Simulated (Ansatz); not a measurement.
YSiNO₂:
```
YSiNO2
1.0
    3.57798     0.00000     0.00000
    0.00000     3.57798     0.00000
    0.00000     0.00000     3.69672
Y Si N O
1 1 1 2
Direct
  0.00000   0.00000   0.50000
  0.50000   0.50000   0.00000
  0.50000   0.50000   0.50000
  0.50000   0.00000   0.00000
  0.00000   0.50000   0.00000
```

Relaxed with r²SCAN.

Q: Map the electron localisation function on the plane through (0.500, 0.500, 0.000) spanned by u = [1, 0, 0] and v = [0, 0, 1] in lattice vectors, from r²SCAN in the plane-wave PAW code Ansatz.

A: x is the fraction of u, y of v (the angle between them is 90°; rows are the nearest grid lines); atoms in the plane: Si at (0.00, 0.00), N at (0.00, 0.50), O at (0.50, 0.00).
```
y \ x   0.000  0.111  0.167  0.278  0.389  0.444  0.556  0.611  0.722  0.833  0.889   1.00
------  -----  -----  -----  -----  -----  -----  -----  -----  -----  -----  -----  -----
1.00    0.488  0.151  0.378  0.822  0.712  0.404  0.404  0.712  0.822  0.378  0.151  0.488
0.944   0.259  0.130  0.316  0.789  0.755  0.568  0.568  0.755  0.789  0.316  0.130  0.259
0.833   0.576  0.372  0.241  0.377  0.766  0.816  0.816  0.766  0.377  0.241  0.372  0.576
0.778   0.825  0.664  0.399  0.161  0.546  0.703  0.703  0.546  0.161  0.399  0.664  0.825
0.667   0.836  0.818  0.742  0.259  0.079  0.108  0.108  0.079  0.259  0.742  0.818  0.836
0.611   0.627  0.785  0.801  0.509  0.086  0.053  0.053  0.086  0.509  0.801  0.785  0.627
0.556   0.149  0.688  0.812  0.668  0.148  0.055  0.055  0.148  0.668  0.812  0.688  0.149
0.444   0.149  0.688  0.812  0.668  0.148  0.055  0.055  0.148  0.668  0.812  0.688  0.149
0.389   0.627  0.785  0.801  0.509  0.086  0.053  0.053  0.086  0.509  0.801  0.785  0.627
0.333   0.836  0.818  0.742  0.259  0.079  0.108  0.108  0.079  0.259  0.742  0.818  0.836
0.222   0.825  0.664  0.399  0.161  0.546  0.703  0.703  0.546  0.161  0.399  0.664  0.825
0.167   0.576  0.372  0.241  0.377  0.766  0.816  0.816  0.766  0.377  0.241  0.372  0.576
0.0556  0.259  0.130  0.316  0.789  0.755  0.568  0.568  0.755  0.789  0.316  0.130  0.259
0.000   0.488  0.151  0.378  0.822  0.712  0.404  0.404  0.712  0.822  0.378  0.151  0.488
```

The density is the valence pseudo-density with augmentation charge, so density and ELF within about 1 Å of a nucleus are not all-electron values.

Space group P4/mmm. The start of the workflow was typed in or built on a structure type; neither database checked (COD, Materials Project) lists it. COD files the formula under space group No. 15, 63, so this cell is another polymorph or a model. Whether it is the stable phase at ambient conditions was not checked. The cell was relaxed with r²SCAN under the symmetry of its start; its stability against distortions is not shown here. No spin polarisation was allowed.

Potentials: the earlier of the program's two PAW sets.
